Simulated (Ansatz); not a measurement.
A geometry of Sr2H3I away from equilibrium: the start of the relaxation of a relaxed Sr2H3I cell deformed by the Cartesian strain tensor (xx, yy, zz, yz, xz, xy) = (-0.064, 0.057, 0.070, 0.037, -0.071, 0.037). The numbers are results of r2SCAN (plane waves to 500 eV, PAW, scalar-relativistic; Ansatz, a quantum-chemistry and plane-wave program), not measurements. Γ-centred k-mesh 6×6×3 on the run's cell (coarser than for final values), Fermi–Dirac smearing 0.05 eV.

```xyz
6
Lattice="3.9654 0.1589 -0.3029 -1.8451 3.7987 0.2854 -0.5486 0.2800 8.2094" Properties=species:S:1:pos:R:3:forces:R:3 pbc="T T T" free_energy=-14691.460 pressure_GPa=0.1
Sr     1.6564     1.5621     5.4634    0.5050   -0.4223   -0.3037
Sr    -0.0846     2.6754     2.7285   -0.5050    0.4223    0.3037
H     -0.2743     0.1400     4.1047    0.0000    0.0000    0.0000
H      1.8328     1.4721     2.8230    0.0895   -0.0049    0.0429
H     -0.2611     2.7655     5.3689   -0.0895    0.0049   -0.0429
I      0.0000     0.0000     0.0000    0.0000    0.0000    0.0000
```

Positions in Å, forces in eV/Å, free energy of the cell in eV (comparable only within this code, potentials and settings). Largest force: 0.72 eV/Å, on Sr1, Sr2 (atoms numbered as listed); the geometry lies 0.12 eV/atom above the end of its relaxation.

No spin polarisation in the result.

The run could not lose the symmetry of its start.

The cell that was disturbed is our relaxation of an entry of Materials Project.
